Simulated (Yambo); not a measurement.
Yambo run on CO2 (space group Pa-3, No. 205). The wavefunctions are norm-conserving PBEsol (Quantum ESPRESSO, 84 Ry, no spin-orbit coupling) ones on a 2×2×2 mesh (32 occupied bands); a = b = c = 5.497 Å, α = β = γ = 90.00°.

Yambo input:

```
rim_cut
gw0
dyson
el_el_corr
HF_and_locXC
mpa
em1d
RandQpts= 1000000
RandGvec= 1 Ry
EXXRLvcs= 84 Ry
VXCRLvcs= 336 Ry
Chimod= "HARTREE"
% BndsRnXm
 1 | 307 |
%
NGsBlkXm= 8 Ry
% LongDrXm
 1.0 | 1.0 | 1.0 |
%
EnSampXm= "2l"
EnGridXm= "lP"
% EnRngeXm
 0.0 | 40.0 | eV
%
% ImRngeXm
 2.72114 | 27.21138 | eV
%
% DmRngeXm
 0.02721 | 2.72114 | eV
%
ETStpsXm= 8
IntSolXm= "PT"
% GbndRnge
 1 | 307 |
%
GTermKind= "none"
DysSolver= "n"
ExtendOut
% QPkrange
 1 | 1 | 32 | 33 |
%
```

k points by index: 1 = Γ.

The o-*.qp file then holds:

```
#    K-point    Band    Eo [eV]    E [eV]    E-Eo [eV]    Vxc [eV]    Vnlxc [eV]    Sc|Eo [eV]    Sc|E [eV]    dSc/dw|Eo [eV]    Re(Z)    Im(Z)
#
    1    32    0.000000    -1.916305    -1.916305    -19.78629    -25.12378    2.990552    3.421181    -6.081794    0.817175    -0.011098
    1    33    6.823023    8.377525    1.554502    -10.48532    -5.788378    -2.928504    -3.142442    -3.743514    0.879057    -0.002658
```
(The two width columns are left out.) Convergence of these settings isn't established.

Geometry of the Materials Project entry, not relaxed at this level.
